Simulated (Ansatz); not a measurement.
Here is the system:

GaN:
Space group Pm-3m (No. 221); a = b = c = 2.703 Å, α = β = γ = 90.00°

```
atom  site  symmetry       x       y       z
----  ----  --------  ------  ------  ------
Ga      1a      m-3m  0.0000  0.0000  0.0000
N       1b      m-3m  0.5000  0.5000  0.5000
```

This is the PBEsol-relaxed structure.

### Question
All from DFT-PBEsol in the program Ansatz with PAW potentials, unless another level is named. Estimate the bulk modulus (Birch–Murnaghan fit).

### Answer
169 GPa.

### Question
Give the elastic constants (relaxed ions, GPa).

### Answer
C11 = 303, C12 = 101, C44 = -74.1.

The cell is a constructed one: a structure type filled with these elements; neither database checked (COD, Materials Project) lists it. It is not the phase usual at ambient conditions (space group No. 186, 216). Symmetry was held in the PBEsol relaxation. At this level the phase is dynamically unstable (imaginary phonons). As this level gives no gap, shear constants depend on the k-mesh and smearing (Fermi–Dirac, 0.1 eV here).

Potentials: the earlier of the program's two PAW sets. The files were generated under PBE; for other functionals the program regenerates the frozen cores, and for LDA and PBEsol the local potential too.
